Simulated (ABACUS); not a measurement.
Checking a run of ABACUS on Se (R-3, 6 atoms in the cell; from Materials Project mp-147, lattice scaled a little). The aim is a self-consistent single point with DFT, PBEsol, plane waves, PseudoDojo 0.4 standard norm-conserving PBEsol (tails mended) pseudopotentials.

The input file:

```
# file: INPUT
INPUT_PARAMETERS
calculation          scf
basis_type           pw
pseudo_dir           ./
dft_functional       PBESOL
ecutwfc              86.0
symmetry             1
symmetry_prec        1e-05
smearing_method      gaussian
smearing_sigma       0.00146997
nelec_delta          1.0
ks_solver            dav_subspace
scf_nmax             100
scf_thr              1.0e-09
mixing_type          broyden
cal_force            1
cal_stress           1
device               cpu
# file: STRU
ATOMIC_SPECIES
Se 78.971 Se.upf

LATTICE_CONSTANT
1

LATTICE_VECTORS
  10.8815192366    6.2824474136    3.1039375207
 -10.8815192366    6.2824474136    3.1039375207
   0.0000000000  -12.5648967170    3.1039375207

ATOMIC_POSITIONS
Cartesian_au

Se
0.0
6
   1.3409296155    8.7300259263    5.1766849182 1 1 1
  -1.3409296155   -8.7300278160    4.1351276438 1 1 1
  -8.2308899657   -3.2037354304    5.1766849182 1 1 1
   8.2308899657    3.2037335406    4.1351276438 1 1 1
   6.8899603502   -5.5262936476    5.1766849182 1 1 1
  -6.8899603502    5.5262917579    4.1351276438 1 1 1
# file: KPT
K_POINTS
0
Gamma
3 3 3 0.5 0.5 0.5
```

Output (repeated stretches shortened):

```
 READING UNITCELL INFORMATION
                                    ntype = 1
                  lattice constant (Bohr) = 1
              lattice constant (Angstrom) = 0.529177

 READING ATOM TYPE 1
                               atom label = Se
                      L=0, number of zeta = 1
   [... lines left out ...]
     IBZ    DIRECT_X    DIRECT_Y    DIRECT_Z  WEIGHT  ibz2bz
       1 -0.16666667 -0.16666667 -0.16666667  0.0741       0
       2 -0.16666667  0.50000000 -0.16666667  0.2222       1
       3 -0.16666667 -0.16666667  0.16666667  0.2222       2
       4 -0.16666667  0.50000000  0.50000000  0.2222       4
       5 -0.16666667  0.50000000  0.16666667  0.2222       5
       6  0.50000000  0.50000000  0.50000000  0.0370      13

                               nkstot now = 6

K-POINTS DIRECT COORDINATES
 KPOINTS    DIRECT_X    DIRECT_Y    DIRECT_Z  WEIGHT
       1 -0.16666667 -0.16666667 -0.16666667  0.1481
       2 -0.16666667  0.50000000 -0.16666667  0.4444
       3 -0.16666667 -0.16666667  0.16666667  0.4444
       4 -0.16666667  0.50000000  0.50000000  0.4444
       5 -0.16666667  0.50000000  0.16666667  0.4444
       6  0.50000000  0.50000000  0.50000000  0.0741

 SETUP PLANE WAVES FOR WAVE FUNCTIONS
     energy cutoff for wavefunc (unit:Ry) = 86
              fft grid for wave functions = [ 80, 80, 80 ]
                    number of plane waves = 23375

      TOTAL NUMBER OF NONLOCAL PROJECTORS = 108

 -------------------------------------------
 SELF-CONSISTENT
 -------------------------------------------

                                 init_chg = atomic

 PW ALGORITHM --------------- ION=   1  ELEC=   1--------------------------------

 Notice: Threshold on eigenvalues was too large.

 Density error is 0.210729956202
                          Error Threshold = 0.000214388656397
 E_KohnSham     -1452.7455861585     -19765.6177161059
 E_Fermi        0.5234804632         7.1223170913

 PW ALGORITHM --------------- ION=   1  ELEC=   2--------------------------------

 Density error is 0.0162442735794
   [... lines left out ...]

 Density error is 1.77066391758e-09
                          Error Threshold = 4.37907750248e-11
 E_KohnSham     -1452.7946193128     -19766.2848463947
 E_Fermi        0.4898234828         6.6643903799

 PW ALGORITHM --------------- ION=   1  ELEC=   9--------------------------------

 Density error is 5.51241821734e-11
                          Error Threshold = 1.82542671915e-12
 E_KohnSham     -1452.7946193132     -19766.2848464006
 E_KS(sigma->0) -1452.7945925695     -19766.2844825331
 E_entropy(-TS) -0.0000534875        -0.0007277351
 E_Fermi        0.4898212786         6.6643603906
 charge density convergence is achieved
 final etot is -19766.284846 eV
 EFERMI = 6.6643603906 eV

 STATE ENERGY(eV) AND OCCUPATIONS    NSPIN == 1
   [... 56 lines left out ...]

 TOTAL-FORCE (eV/Angstrom)
                       Se1         0.1078250995        -0.3768541165         0.0359937462
                       Se2        -0.1078250995         0.3768541165        -0.0359937462
                       Se3         0.2724526832         0.2818063224         0.0359937462
                       Se4        -0.2724526832        -0.2818063224        -0.0359937462
                       Se5        -0.3802777827         0.0950477722         0.0359937462
                       Se6         0.3802777827        -0.0950477722        -0.0359937462

 TOTAL-STRESS (KBAR)
        89.4703137161        -0.0000000000        -0.0000000000
         0.0000000000        89.4703141977         0.0000181577
        -0.0000000000         0.0000181577        72.7553512481
 TOTAL-PRESSURE: 83.898660 KBAR

 --------------------------------------------
 !FINAL_ETOT_IS -19766.2848464006310678 eV
 --------------------------------------------
```

Problem. Can these results be used? Check the input.

Solution. The run is not sound. The fault is an unintended net charge. A charged periodic cell changes the electron count and is neutralised by a uniform background, so energy, forces and pressure belong to another system. To fix it, remove the charge. The run converged in 9 iterations without an error; against the sound input the pressure goes from -2.97 to 8.39 GPa and the largest force goes from 0.412 to 0.394 eV/Å.

An input that runs soundly differs in these lines (not the only fix; some lines may just follow from the change or write a value another way):
```diff
-nelec_delta          1.0
```

With that input, the run converged in 8 iterations: free energy E − TS -19772.7563 eV; pressure -2.97 GPa; largest force (vector length) 0.412 eV/Å (DFT, PBEsol, plane waves, PseudoDojo 0.4 standard norm-conserving PBEsol (tails mended) pseudopotentials).

The structure comes from a collection of computed structures, made at another level of theory; the collection holds predicted forms beside known ones. Its lattice was then scaled.

“Tails mended”: in these copies of the files the far tail of each local potential was reset to the Coulomb form.
